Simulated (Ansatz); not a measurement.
AlN (zincblende type), DFT, PBE, PAW with other files of Ansatz's library (level accurate), scalar-relativistic (Ansatz 0.2.0), on 1 thread of Intel(R) Xeon(R) 6975P-C (Granite Rapids) (shared host).

Command: `ansatz run input.yaml --threads 1 --pin off --max-ram 2048MiB --backend cpu --events-out ev --progress --plain --runs-dir out`

```yaml
crystal:
  lattice:
    - [0.0, 2.2015114359, 2.2015114359]
    - [2.2015114359, 0.0, 2.2015114359]
    - [2.2015114359, 2.2015114359, 0.0]
  atoms:
    - { symbol: Al, position: [0.0, 0.0, 0.0] }
    - { symbol: "N", position: [0.25, 0.25, 0.25] }
kpoints:
  mp_grid: { grid: [17, 17, 17] }
scf:
  occupations: { method: fermi_dirac, width: 0.08 }
hamiltonian:
  xc: pbe
  pseudopotentials: { kind: paw, level: accurate }
output:
  forces: true
  stress: true
  eigenvalues: true
```

(1) How large is the problem that the program sets up?

(2) About how long does it take, and how much memory?

Results:

(1) 165 irreducible k-points, 1639 plane waves at Γ, 12 bands.

(2) 7.5 s of wall time for 7 SCF iterations, with a peak of 0.54 GiB. Times on shared machines scatter by tens of per cent.
